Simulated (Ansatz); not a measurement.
**Relaxing a structure of NbP**

The start is a randomly generated symmetric cell of NbP (space group No. 38). The cell and all atomic positions are relaxed at zero pressure with PBE (plane waves to 420 eV, PAW, scalar-relativistic; Ansatz, a quantum-chemistry and plane-wave program). The first steps use a coarse 6×8×8 k-mesh.

Input geometry:
```yaml
crystal:
  lattice:
    - [4.22700, 0.00000, 0.00000]
    - [0.00000, 1.79620, 2.41411]
    - [0.00000, -1.79620, 2.41411]
  atoms:
    - { symbol: Nb, position: [0.00000, 0.62957, 0.62957] }
    - { symbol: P, position: [0.50000, 0.23363, 0.23363] }
```

How large is the pressure on the unrelaxed cell, and of which sign?

-20 GPa (negative: the cell is under tension).

What is the largest force in the starting geometry, and on which atom (counted from 1)?

About 0.5 eV/Å, on Nb1, P2 (atoms numbered as listed).

What symmetry does the relaxed structure have?

The space group goes from Amm2 (No. 38) to P-6m2 (No. 187); the end is AFLOW prototype AB_hP2_187_d_a (B_h, as in WC), with 2 atoms in the primitive cell.

How much energy is released per atom?

0.91 eV/atom.

How does the volume per atom move from start to end?

-12.5 %, from 18.33 to 16.04 Å³/atom.

How do the shortest distances between atoms change?

The closest pairs of elements (up to four, under 3.6 Å), start → end: Nb–P 2.82 → 2.55 Å; Nb–Nb 3.01 → 3.33 Å; P–P 3.01 → 3.33 Å.

What does it relax into? Give the structure.


```cif
data_NbP
_chemical_formula_sum 'Nb1 P1'
_space_group_name_H-M_alt 'P-6m2'
_space_group_IT_number 187
_space_group_name_Hall 'P -6 2'
_cell_length_a 3.33029
_cell_length_b 3.33029
_cell_length_c 3.34085
_cell_angle_alpha 90.000
_cell_angle_beta 90.000
_cell_angle_gamma 120.000
loop_
_atom_site_label
_atom_site_type_symbol
_atom_site_symmetry_multiplicity
_atom_site_Wyckoff_symbol
_atom_site_fract_x
_atom_site_fract_y
_atom_site_fract_z
_atom_site_occupancy
Nb1 Nb 1 c 0.33333 0.66667 0.00000 1
P1 P 1 f 0.66667 0.33333 0.50000 1
```

Final values are on a 16×16×14 k-mesh of the relaxed cell. No spin polarisation in the result.

The run could not lose the symmetry of its start; a randomly shaken copy of 4 atoms returns to this structure.

The relaxed structure here is a generated cell of NbP: the first start was made by a random draw of sites in a space group, and the end was not matched to a known phase here, so it may be hypothetical.
